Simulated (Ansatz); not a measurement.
Values for one crystal, relaxed and computed with PBEsol in the plane-wave PAW code Ansatz; other levels are named.

```yaml
volume_per_atom: 16.59 Å³
electronic_character: metallic (no gap)
Elastic constants (relaxed ions, GPa): C11 = 50.2, C12 = 84.1, C44 = 45.2
Bulk modulus (Birch–Murnaghan fit): 73.4 GPa
Pressure derivative B′: 4.0
Density of states at the Fermi level: 0.42 states/eV per atom (mean over ±0.08 eV)
mechanical_stability: unstable (C has a negative eigenvalue)
```

Which of these materials gives this?
A) Cu, bcc (W type)
B) Fe, bcc (W type)
C) Al, bcc (W type)
D) Cr, bcc (W type)

C, Al, bcc (W type)

Space group Im-3m (bcc (W type)). The first step of the workflow began from a Materials Project structure, measured or hypothetical; the Crystallography Open Database copy checked does not list it. It is not the phase usual at ambient conditions (space group No. 225). The cell was relaxed with PBEsol under the symmetry of its start. As this level gives no gap, shear constants depend on the k-mesh and smearing (Fermi–Dirac, 0.1 eV here).

Potentials: the later of the program's two PAW sets.
